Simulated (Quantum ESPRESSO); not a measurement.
pw.x input (Quantum ESPRESSO 7.5; PBEsol, PseudoDojo standard norm-conserving files, scalar-relativistic):

```
&CONTROL
  calculation = 'scf'
  pseudo_dir = './pseudo'
  outdir = './out'
  tprnfor = .true.
  tstress = .true.
/
&SYSTEM
  ibrav = 0
  nat = 5
  ntyp = 3
  ecutwfc = 84.0
  ecutrho = 336.0
  occupations = 'smearing'
  smearing = 'fd'
  degauss = 0.002
  nbnd = 24
/
&ELECTRONS
  conv_thr = 5e-10
/
ATOMIC_SPECIES
O 15.9990 O.upf
K 39.0983 K.upf
Ta 180.9479 Ta.upf
CELL_PARAMETERS angstrom
  3.994880000000   0.000000000000   0.000000000000
  0.000000000000   3.994880000000   0.000000000000
  0.000000000000   0.000000000000   3.994880000000
ATOMIC_POSITIONS crystal
O   0.000000000000   0.500000000000   0.000000000000
O   0.500000000000   0.000000000000   0.000000000000
O   0.000000000000   0.000000000000   0.500000000000
K   0.500000000000   0.500000000000   0.500000000000
Ta   0.000000000000   0.000000000000   0.000000000000
K_POINTS automatic
8 8 8 0 0 0
```

End of the output:

```

[...]
     the Fermi energy is     9.8496 ev
!    total energy              =    -289.59034233 Ry
     estimated scf accuracy    <          1.1E-11 Ry
     smearing contrib. (-TS)   =      -0.00000000 Ry
     internal energy E=F+TS    =    -289.59034233 Ry
     The total energy is F=E-TS. E is the sum of the following terms:
     one-electron contribution =     -72.41677298 Ry
     hartree contribution      =      56.73935981 Ry
     xc contribution           =     -66.89000807 Ry
     ewald contribution        =    -207.02292109 Ry
     convergence has been achieved in  12 iterations
     Forces acting on atoms (cartesian axes, Ry/au):
     atom    1 type  1   force =     0.00000000    0.00000000    0.00000000
     atom    2 type  1   force =     0.00000000    0.00000000    0.00000000
     atom    3 type  1   force =     0.00000000    0.00000000    0.00000000
     atom    4 type  2   force =     0.00000000    0.00000000    0.00000000
     atom    5 type  3   force =     0.00000000    0.00000000    0.00000000
     Total force =     0.000000     Total SCF correction =     0.000000
     Computing stress (Cartesian axis) and pressure
          total   stress  (Ry/bohr**3)                   (kbar)     P=      -26.54
  -0.00018043   0.00000000   0.00000000          -26.54        0.00        0.00
   0.00000000  -0.00018043   0.00000000            0.00      -26.54        0.00
   0.00000000   0.00000000  -0.00018043            0.00        0.00      -26.54
```
In a gapped system the printed Fermi energy is only some level inside the gap.

Spin-orbit coupling is not included.

Geometry of the Materials Project entry, not relaxed at this level.
